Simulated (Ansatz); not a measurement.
Input:

Be5Au:
```
CELL_PARAMETERS angstrom
      0.00000     3.03604     3.03604
      3.03604     0.00000     3.03604
      3.03604     3.03604     0.00000
ATOMIC_POSITIONS crystal
  Be 0.87425 0.37525 0.37525
  Be 0.37525 0.37525 0.37525
  Be 0.37525 0.37525 0.87425
  Be 0.37525 0.87425 0.37525
  Be 0.75000 0.75000 0.75000
  Au 0.00000 0.00000 0.00000
```

This is the PBEsol-relaxed structure.

Question: All from PBEsol (plane waves, PAW; program Ansatz), unless another level is named. Predict the formation energy from the elements (no fitted shifts).

Answer: -0.12 eV/atom.

Question: What about the density of states at the Fermi level?

Answer: 0.16 states/eV per atom (mean over ±0.08 eV).

Space group F-43m. The first step of the workflow began from a Materials Project structure, measured or hypothetical; the Crystallography Open Database files this formula in space group No. 216, but the cells were not matched. Its standing as an ambient phase is unchecked. Symmetry was held in the PBEsol relaxation; its stability against distortions is not shown here. The references are the lowest solids computed at this level, not always the standard phases. Spin–orbit coupling is left out wherever it is not named.

Potentials: the later of the program's two PAW sets.
